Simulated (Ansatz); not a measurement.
**Surface calculation: fcc Pt (111), 6 layers**

The slab is cut from the fcc crystal, the stable phase, as relaxed on PAW files (15.66 Å³/atom), with 16 Å of vacuum and a dipole correction:

```yaml
crystal:
  lattice:
    - [2.80800, 0.00000, 0.00000]
    - [-1.40400, 2.43180, 0.00000]
    - [0.00000, 0.00000, 27.46360]
  atoms:
    - { symbol: Pt, position: [0.16667, 0.33333, 0.29129] }
    - { symbol: Pt, position: [0.50000, 0.00000, 0.37478] }
    - { symbol: Pt, position: [0.83333, 0.66667, 0.45826] }
    - { symbol: Pt, position: [0.16667, 0.33333, 0.54174] }
    - { symbol: Pt, position: [0.50000, 0.00000, 0.62522] }
    - { symbol: Pt, position: [0.83333, 0.66667, 0.70871] }
```

Computed with Ansatz 0.2.0; functional PBE, scalar-relativistic. Settings: a Γ-centred 13×13×1 k mesh, Fermi–Dirac smearing of 0.08 eV, no spin polarisation. Methods: LAPW: all electrons, basis error target 1 meV/atom; PAW: frozen-core files, cutoff 420 eV.

The bulk energy comes from a cell in the slab's orientation on a 13×13×5 mesh. The surface energy is (E(slab) − N·E(bulk))/2A at zero smearing, the mean of both faces; thin slabs carry quantum-size effects.

Spin–orbit coupling is left out, which matters for the heavy atoms.

Task: As cut, the LAPW slab lies 1.290 eV above 6 atoms of bulk. What surface energy is that?

Result: Over two faces of 6.83 Å² it is 94.5 meV/Å², and times 16.02 J/m² per eV/Å² that gives γ = 1.514 J/m².

Task: What do relaxation and the other method give, and what work function comes out?

Result: 

```json
{"method": "LAPW", "γ as cut (J/m²)": "1.514", "γ relaxed (J/m²)": "1.507", "Φ as cut (eV)": "5.69", "Φ relaxed (eV)": "5.70"}
{"method": "PAW", "γ as cut (J/m²)": "1.514", "γ relaxed (J/m²)": "1.507", "Φ as cut (eV)": "5.69", "Φ relaxed (eV)": "5.70"}
```

Task: How do the spacings between the planes relax?

Result: From the bottom face up: d12 +1.0 % of 2.293 Å, d23 -0.5 % of 2.293 Å, d34 -0.7 % of 2.293 Å, d45 -0.5 % of 2.293 Å, d56 +1.0 % of 2.293 Å.

Task: What changes if the images along the normal are cut off in place of the dipole correction?

Result: LAPW then gives: no gap, work function 5.70 eV; PAW: no gap, work function 5.70 eV.

Task: A 4f core hole is made on one atom of each kind in every 1×1 cell (PAW hole dataset, neutral cell, valence without spin). What does it cost by layer?

Result: layer 1 71.17 eV, layer 2 71.52 eV, layer 3 71.67 eV. Shifts between layers mean more than the absolute values, and a whole layer of holes screens otherwise than one hole.

Task: In the relaxed 1×1 cell, replace the outer, then the middle Pt by Au, which changes a whole layer. What shift does this Z+1 picture give?

Result: E(outer) − E(middle) = -0.44 eV by LAPW and -0.44 eV by PAW; a positive value puts the surface line at higher binding energy.
